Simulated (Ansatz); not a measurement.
## Y₃Rh: distorted cells

Level of theory: DFT PBE, scalar-relativistic, plane waves, PAW in Ansatz.

Settings: cutoff 420 eV, Γ-centred mesh 6×4×6 on the computed 16-atom cell, Gaussian smearing of 0.10 eV; no spin polarisation.

Reference cell:

```yaml
crystal:
  lattice:
    - [7.15516, 0.00000, 0.00000]
    - [0.00000, 9.59393, 0.00000]
    - [0.00000, 0.00000, 6.36000]
  atoms:
    - { symbol: Y, position: [0.03901, 0.25000, 0.64020] }
    - { symbol: Y, position: [0.96099, 0.75000, 0.35980] }
    - { symbol: Y, position: [0.46099, 0.75000, 0.14020] }
    - { symbol: Y, position: [0.53901, 0.25000, 0.85980] }
    - { symbol: Y, position: [0.17252, 0.06489, 0.17511] }
    - { symbol: Y, position: [0.82748, 0.93511, 0.82489] }
    - { symbol: Y, position: [0.32748, 0.93511, 0.67511] }
    - { symbol: Y, position: [0.82748, 0.56489, 0.82489] }
    - { symbol: Y, position: [0.67252, 0.06489, 0.32489] }
    - { symbol: Y, position: [0.17252, 0.43511, 0.17511] }
    - { symbol: Y, position: [0.67252, 0.43511, 0.32489] }
    - { symbol: Y, position: [0.32748, 0.56489, 0.67511] }
    - { symbol: Rh, position: [0.38120, 0.25000, 0.44420] }
    - { symbol: Rh, position: [0.61880, 0.75000, 0.55580] }
    - { symbol: Rh, position: [0.11880, 0.75000, 0.94420] }
    - { symbol: Rh, position: [0.88120, 0.25000, 0.05580] }
```

Each variant moves atoms of this cell by the vectors given, if any (Å), and then applies a symmetric strain (tensor components, Cartesian axes). The reference cell isn't relaxed at this level. Energies are per atom at zero smearing, counted from the reference cell. Pressure is positive in compression.

1. strain (xx yy zz yz xz xy, %) -1.27 0.07 0.38 -0.60 -0.24 -0.55; moves: Y1 (0.068, 0.055, 0.024); Y2 (0.014, 0.066, 0.128); Y3 (0.041, -0.016, -0.024); Y4 (-0.005, 0.033, 0.030); Y5 (-0.015, 0.016, -0.130); Y6 (0.038, -0.045, 0.114); Y7 (-0.042, -0.055, 0.004); Y8 (0.006, 0.042, -0.048); Y9 (0.021, -0.027, -0.002); Y10 (-0.052, 0.009, -0.003); Y11 (-0.080, 0.016, -0.119); Y12 (0.025, 0.081, -0.070); Rh13 (-0.002, 0.028, 0.050); Rh14 (-0.019, -0.008, 0.119); Rh15 (-0.019, -0.130, -0.082); Rh16 (0.021, -0.065, 0.009)
2. strain (xx yy zz yz xz xy, %) -1.96 -3.73 -3.19 0.00 0.00 0.00; moves: Y1 (0.050, 0.000, 0.194); Y2 (-0.050, 0.000, -0.194); Y3 (-0.050, 0.000, 0.194); Y4 (0.050, 0.000, -0.194); Y5 (-0.002, 0.002, 0.156); Y6 (0.002, -0.002, -0.156); Y7 (0.002, -0.002, 0.156); Y8 (0.002, 0.002, -0.156); Y9 (-0.002, 0.002, -0.156); Y10 (-0.002, -0.002, 0.156); Y11 (-0.002, -0.002, -0.156); Y12 (0.002, 0.002, 0.156); Rh13 (0.014, 0.000, -0.036); Rh14 (-0.014, 0.000, 0.036); Rh15 (-0.014, 0.000, -0.036); Rh16 (0.014, 0.000, 0.036)
3. strain (xx yy zz yz xz xy, %) -4.88 3.19 -6.75 0.00 4.50 0.00; moves: Y1 (-0.134, 0.151, 0.273); Y2 (0.134, 0.151, -0.273); Y3 (-0.014, -0.149, -0.153); Y4 (0.014, -0.149, 0.153); Y5 (-0.093, -0.078, 0.046); Y6 (0.122, 0.130, 0.124); Y7 (-0.110, -0.121, -0.100); Y8 (0.093, -0.078, -0.046); Y9 (-0.255, 0.210, 0.155); Y10 (-0.122, 0.130, -0.124); Y11 (0.110, -0.121, 0.100); Y12 (0.255, 0.210, -0.155); Rh13 (-0.039, -0.032, -0.038); Rh14 (0.039, -0.032, 0.038); Rh15 (-0.095, -0.112, -0.282); Rh16 (0.095, -0.112, 0.282)

The reference cell has pressure 0.00 GPa, largest force 0.100 eV/Å and no gap (metal).

```csv
variant,ΔE (meV/atom),P (GPa),largest force (eV/Å),space group
1,27.2,1.09,0.93,P1
2,95.6,8.05,0.72,Pnma
3,235.0,9.24,2.90,P2_1
```

Cost: 4 runs of about 16 core-minutes in all, on Intel Xeon Platinum 8488C (Sapphire Rapids) (shared hosts).